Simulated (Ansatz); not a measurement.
## Fields on a plane of RbCaH3 (cubic perovskite)

```xyz
5
Lattice="4.3983 0.0000 0.0000 0.0000 4.3983 0.0000 0.0000 0.0000 4.3983" Properties=species:S:1:pos:R:3 pbc="T T T"
Rb     0.0000     0.0000     0.0000
Ca     2.1992     2.1992     2.1992
H      2.1992     0.0000     2.1992
H      0.0000     2.1992     2.1992
H      2.1992     2.1992     0.0000
```

The slice is a {110} plane (indices of the conventional cell) through the point (0.000, 0.500, 0.500) (fractional), spanned by u = [100] and v = [011] in vectors of this cell: u (4.40 Å) and v (6.22 Å, at 90° to u). It covers one period; positions are fractions (u, v).

Atoms on it: Rb at (0.00, 0.50); Ca at (0.50, 0.00); H at (0.00, 0.00).

Level of theory: LDA (plane waves to 420 eV, PAW, scalar-relativistic; Ansatz, a program for electronic structure). k mesh 8×8×8. Near the nuclei the fields are pseudised (PAW); where an atom keeps semicore shells as valence, they peak there. RbCaH3 was relaxed with its symmetry unable to fall.

```tsv
v \ u	0.00	0.12	0.24	0.35	0.47	0.59	0.71	0.82	0.94
0.88	-0.7	-0.9	-1.1	-0.5	0.1	-0.1	-0.9	-1.0	-0.8
0.75	-1.2	-1.3	-1.5	-1.4	-1.3	-1.3	-1.5	-1.4	-1.2
0.62	0.1	-0.1	-0.8	-1.4	-1.6	-1.5	-1.2	-0.4	0.1
0.50	-0.1	0.3	-0.3	-1.3	-1.8	-1.6	-0.8	0.1	0.2
0.38	0.1	-0.1	-0.8	-1.4	-1.6	-1.5	-1.2	-0.4	0.1
0.25	-1.2	-1.3	-1.5	-1.4	-1.3	-1.3	-1.5	-1.4	-1.2
0.12	-0.7	-0.9	-1.1	-0.5	0.1	-0.1	-0.9	-1.0	-0.8
0.00	0.3	-0.3	-0.6	0.4	0.8	0.7	-0.2	-0.6	0.0
```

Values: log₁₀ of the valence density in e/Å³. The scale is logarithmic, as a density can span decades between atoms and voids.

```
|xx@+.=%%xx%%=.+@x|
|@@@+ :#%%%%#: +@@|
|@@@-  -*##*-  -@@|
|#*=.   .::.   .=*|
|                 |
|                 |
|--:            :-|
|%#*=.        .=*#|
|%%%#=        =#%%|
|#%%%*:      :*%%%|
|xx%%#=      =#%%x|
|xx#%%=      =%%#x|
|xx%%#=      =#%%x|
|#%%%*:      :*%%%|
|%%%#=        =#%%|
|%#*=.        .=*#|
|--:            :-|
|                 |
|                 |
|#*=.   .::.   .=*|
|@@@-  -*##*-  -@@|
|@@@+ :#%%%%#: +@@|
|xx@+.=%%xx%%=.+@x|
|xx@*.+%xxxx%+.*@x|
```
Scale: ten equal steps from 0.01 (start of ' ') to 1.00 (end of '@'), in the order ' .:-=+*#%@'. Values: electron localisation function (ELF). The map has 17 points along u (one character each, u = 0 at the left) and 24 along v (v = 0 in the bottom row). Points within 0.4 Å of a nucleus are blanked (x), as the pseudised field means little there.

The density on the Ca–H line (2.20 Å) at its density minimum, 1.3 Å from Ca is 0.22 e/Å³ and the ELF at that point is 0.2.
